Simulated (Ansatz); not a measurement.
Q: BN in space group P6_3mc (No. 186; B on 2a, B on 2b, N on 2a, N on 2b) is relaxed with plane-wave PAW LDA (Ansatz code). What lattice parameters of the conventional cell result?

A: a = 2.527 Å, c = 8.309 Å.

Q: Give the free coordinates with the occupied sites.

A: In one choice of origin and axes:

```
atom  site  symmetry       x       y       z
----  ----  --------  ------  ------  ------
B       2a       3m.  0.0000  0.0000  0.4997
B       2b       3m.  0.3333  0.6667  0.2505
N       2a       3m.  0.0000  0.0000  0.3132
N       2b       3m.  0.3333  0.6667  0.0622
```

Q: Is it a metal or does it have a gap at this level?

A: A gap of 5.48 eV, indirect.

A made-up cell: these elements were put on the sites of a structure type. Its sites differ from those of the usual phase in this space group: another stacking or structure type. Symmetry was held in the LDA relaxation; phonons on a q-mesh show no instability.

Potentials: the later of the program's two PAW sets.
